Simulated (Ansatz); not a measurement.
## Elastic constants of LaZn (Pm-3m), step by step

```
CELL_PARAMETERS angstrom
3.64410 0.00000 0.00000
0.00000 3.64410 0.00000
0.00000 0.00000 3.64410
ATOMIC_POSITIONS crystal
La 0.50000 0.50000 0.50000
Zn 0.00000 0.00000 0.00000
```

Computed, not measured; unless marked otherwise by LDA, all-electron LAPW in Ansatz 0.2.0, scalar-relativistic. k mesh 12×12×12, strains of ±0.008, Fermi-Dirac smearing of 0.050 eV, basis error target 1 meV/atom. The cell was relaxed by PAW under this functional, which moved its volume by -8 % from the database entry's.

The cell is cubic and carries a residual pressure of 0.02 GPa at this level. Each strain component that symmetry leaves independent is applied at ±0.008, the ions relax wherever a strain frees them, and the stress (tension positive, GPa) is read. Shears are engineering strains, γ = 2ε.

```
strain    size      σxx      σyy      σzz      σyz     σxz     σxy
    xx  -0.008  -0.6767  -0.3978  -0.3978   0.0000  0.0000  0.0000
    xx  +0.008   0.6249   0.3455   0.3455   0.0000  0.0000  0.0000
    yz  -0.008  -0.0193  -0.0221  -0.0221  -0.3421  0.0000  0.0000
    yz  +0.008  -0.0193  -0.0221  -0.0221   0.3421  0.0000  0.0000
```

A central difference gives one constant, for example C11 ≈ (0.6249 − (-0.6767))/(0.016) = 81.4 GPa; the program then imposes the crystal's symmetry on the whole matrix.

**Question.** What are the independent elastic constants?

**Answer.** C11 = 81.4, C12 = 46.5, C44 = 42.8 GPa.

**Question.** Do they meet the Born conditions?

**Answer.** C11 − C12 = 34.9, C11 + 2C12 = 174.3 and C44 = 42.8 GPa must all be positive, so the crystal is elastically stable; that says nothing yet of its phonons.

**Question.** What moduli does a random aggregate of grains have?

**Answer.** B = (C11 + 2C12)/3 = 58.1 GPa. G_V = (C11 − C12 + 3C44)/5 = 32.6 and G_R = 5(C11 − C12)C44/(4C44 + 3(C11 − C12)) = 27.1, so G_H = 29.8 GPa. Then E = 9BG/(3B + G) = 76.4 GPa, ν = (3B − 2G)/(6B + 2G) = 0.281 and B/G = 1.95, on the ductile side of Pugh's 1.75 (a rule of thumb).

**Question.** With the density of 7.010 g/cm³, how fast does sound travel, and what Debye temperature follows?

**Answer.** 

```csv
direction,slow (m/s),middle (m/s),fast (m/s)
[100],2470,2470,3407
[110],1578,2470,3901
[111],1922,1922,4052
```

The mean of v⁻³ over directions and branches gives v_m = 2266 m/s and θ_D = (ħ/k_B) v_m (6π²n)^(1/3) = 233 K, n being atoms per volume. Young's modulus spans 48 to 103 GPa over directions, and the universal anisotropy index is 1.03.

**Question.** How far do the constants move if PAW replaces LAPW in the same cell?

**Answer.** 

```json
{"constant": "C11", "LAPW (GPa)": "81.4", "PAW (GPa)": "81.1", "difference": "-0.3"}
{"constant": "C12", "LAPW (GPa)": "46.5", "PAW (GPa)": "46.4", "difference": "-0.1"}
{"constant": "C44", "LAPW (GPa)": "42.8", "PAW (GPa)": "42.8", "difference": "0.0"}
```

**Question.** What happens at 2 GPa (cell relaxed there)?

**Answer.** The volume falls to 0.9687 of its value, and C11 = 88.6, C12 = 54.2, C44 = 46.6 GPa (slopes of the stress), in this structure whether or not another phase takes over.

Caveats: responses of metals move with mesh and smearing; the frozen-core PAW files of the compared runs were fitted under PBE, their cores solved anew for this functional.
